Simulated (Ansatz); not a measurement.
SnO (litharge type, space group P4/nmm)

```
CELL_PARAMETERS angstrom
      3.83710     0.00000     0.00000
      0.00000     3.83710     0.00000
      0.00000     0.00000     4.75861
ATOMIC_POSITIONS crystal
  Sn 0.50000 0.00000 0.24344
  Sn 0.00000 0.50000 0.75656
  O  0.00000 0.00000 0.00000
  O  0.50000 0.50000 0.00000
```

Two coordinates are scanned: the volume, and the ratio of the stretch along z (the conventional c axis) to the stretch across it. Atoms keep their fractional coordinates.

These are PBE-D3(BJ) (plane waves to 420 eV, PAW, scalar-relativistic; Ansatz, an electronic-structure program) values and carry that method's errors. k mesh 12×12×10 (Γ-centred), Fermi-Dirac smearing 0.05 eV. Stress and pressure are positive under compression. As the atoms are clamped, bonds stretch with the cell, which overstates energies and stresses. With partly filled bands, the response to shear is sensitive to the k mesh, so small differences along c/a are uncertain. At this level the bands of SnO touch or barely overlap; measurements give the solid a gap. SnO was relaxed with its symmetry unable to fall.

At one point of the scan the stress tensor (GPa) is:

```
   -3.5      0.0      0.0
    0.0     -3.5      0.0
    0.0      0.0     -2.8
```

Task: Which point is it?
A) V/V₀ = 1.040, (c/a)/(c/a)₀ = 1.000
B) V/V₀ = 1.040, (c/a)/(c/a)₀ = 1.040
C) V/V₀ = 1.020, (c/a)/(c/a)₀ = 1.040
D) V/V₀ = 1.020, (c/a)/(c/a)₀ = 1.080

Result: A, V/V₀ = 1.040, (c/a)/(c/a)₀ = 1.000

(Under strain, the slope of the energy per volume gives the stress and its curvature an elastic modulus.)
